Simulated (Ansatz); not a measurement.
Here is an unrelaxed guess for HfZr₂Si₂.

```xyz
5
Lattice="3.8940 0.0000 0.0000 0.0012 3.9188 0.0000 1.9258 1.9303 5.4296" Properties=species:S:1:pos:R:3 pbc="T T T"
Zr    1.9195    3.9230    2.7104
Zr    3.9014    1.9261    2.7192
Hf    0.0000    0.0000    0.0000
Si    3.8664    3.8881    4.1686
Si    1.9546    1.9610    1.2610
```

Level of theory: Ansatz 0.2.0, DFT PBE, scalar-relativistic, plane waves, PAW. Settings: cutoff 420 eV, Γ-centred mesh 6×6×4 on the computed 5-atom cell, Gaussian smearing of 0.10 eV; no spin polarisation.

The zero of energy is the elements' standard structures at the same level; no fitted shifts are applied.

Question: How far from equilibrium is it?

Answer: The pressure is 34.8 GPa (the mean over three directions, positive in compression), the largest force is 6.59 eV/Å, and the energy is +0.09 eV/atom against the elements. The shortest distance is 2.43 Å.

Question: Is it a good guess?

Answer: A rough one: relaxing gains about 0.56 eV/atom (the start's value is from the coarse mesh, so the gain is rough) in 10 ionic steps and ends at −0.47 eV/atom on the finer mesh. The symmetry goes from P-1 (No. 2) to I4/mmm (No. 139). The volume per atom grows by 16.7 %, from 16.6 to 19.3 Å³. The shortest distance goes from 2.43 Å (Zr–Si) to 2.27 Å (Si–Si). Conventional cell: a = 4.027 Å, c = 11.926 Å. Zr has 4 Si at 2.73 Å, 4 Zr at 2.85 Å and 4 Hf at 3.60 Å; Hf is surrounded by 8 Si at 3.06 Å and 8 Zr at 3.60 Å; Si has 1 Si at 2.27 Å, 4 Zr at 2.73 Å and 4 Hf at 3.06 Å.

The last run used a 14×14×14 mesh for its 5-atom cell and Gaussian smearing of 0.10 eV. Spin–orbit coupling, which can matter for Hf, is left out. The relaxation can't lower the symmetry of the start, and the grade says only how near the guess is to its own end. Symmetry constrained the relaxation, so the result can be a saddle point.
